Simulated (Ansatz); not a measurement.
## LaP: frozen-core PAW against all-electron methods

```yaml
crystal:
  lattice:
    - [0.06025, 3.04263, 3.04263]
    - [3.04263, 0.06025, 3.04263]
    - [3.04263, 3.04263, 0.06025]
  atoms:
    - { symbol: La, position: [0.00000, 0.00000, 0.00000] }
    - { symbol: P, position: [0.50000, 0.50000, 0.50000] }
```

Atom numbers follow the list: La1, P2.

The geometry is COD entry 1538844, unchecked; take it as a test cell. The listed cell was then made from it by scaling, straining or moving an atom.

No spin–orbit coupling, which matters for the heavy atoms here.

Levels of theory: DFT, LDA, PAW with Ansatz's default frozen-core files, scalar-relativistic (Ansatz 0.2.0); DFT, LDA, all-electron PAW with datasets made for the crystal, scalar-relativistic (Ansatz 0.2.0); DFT, LDA, all-electron LAPW, scalar-relativistic (Ansatz 0.2.0).

For PAW: a Γ-centred 10×10×10 k mesh, Fermi–Dirac smearing of 0.03 eV, cutoff 420 eV, no spin polarisation; the PAW files were made with PBE, and the program remakes their frozen cores for this functional. The crystal-made all-electron datasets (AE datasets) take a cutoff of 260 eV at this cell. LAPW targets a basis error of 1 meV/atom. The Ansatz runs share mesh, smearing and spin set-up. Plane-wave (PAW) pressures include the program's estimate of the Pulay term.

Stress and pressure are positive in compression.

The change that made this cell: equal xy, yz and zx engineering shear strains of +2 %.

No spin–orbit coupling: at heavy atoms the gradients can be off by tens of per cent for that reason.

In a metal, gradients converge slowly with the k mesh: the values move by tens of per cent from one mesh to another, at times in sign, so only the comparison on one mesh counts.

| quantity | PAW | AE datasets | LAPW |
| --- | --- | --- | --- |
| pressure (GPa) | -3.25 | -3.22 | -3.22 |
| stress yz (GPa) | -0.70 | -0.70 | -0.70 |
| stress xz (GPa) | -0.70 | -0.70 | -0.70 |
| stress xy (GPa) | -0.70 | -0.70 | -0.70 |
| field gradient Vzz at La1 (10²¹ V/m²) | -0.65 | -0.65 | – |

PAW's pressure differs from the LAPW value by -0.03 GPa.
